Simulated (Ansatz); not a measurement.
Input:

NbHO3:
```
CELL_PARAMETERS angstrom
      3.82049     0.00000     0.00000
      0.00000     4.07721     0.00000
      0.00000     0.00000     4.04266
ATOMIC_POSITIONS crystal
  Nb 0.50000 0.50000 0.43614
  O  0.50000 0.00000 0.54141
  O  0.00000 0.50000 0.49960
  O  0.50000 0.50000 0.99456
  H  0.50000 0.00000 0.78483
```

This is the PBEsol-relaxed structure. Tensor components refer to the Cartesian frame of this cell.

### Question
All from PBEsol (plane waves, PAW; program Ansatz), unless another level is named. Give the electron effective mass.

### Answer
0.24, 0.49, 20 mₑ (principal values).

### Question
Give the band gap.

### Answer
1.62 eV (indirect).

### Question
Predict the formation energy from the elements (no fitted shifts).

### Answer
-2.08 eV/atom.

### Question
And the smallest direct gap on the standard path?

### Answer
2.53 eV.

### Question
Predict the valence-band maximum.

### Answer
at R (k = 0.500, 0.500, 0.500 in fractions of the reciprocal vectors).

### Question
What about the conduction-band minimum?

### Answer
at Γ.

Space group Pmm2. The start of the workflow was typed in or built on a structure type; neither database checked (COD, Materials Project) lists it. Whether it is the stable phase at ambient conditions was not checked. The cell was relaxed with PBEsol under the symmetry of its start. At this level the phase is dynamically unstable (imaginary phonons). The workflow began spin-polarised and lost its moments. The references are the lowest solids computed at this level, not always the standard phases (solids in place of the gases). Scalar-relativistic: spin–orbit coupling is off unless named, which matters more the heavier the elements.

Potentials: the earlier of the program's two PAW sets. The files were generated under PBE; for other functionals the program regenerates the frozen cores, and for LDA and PBEsol the local potential too.
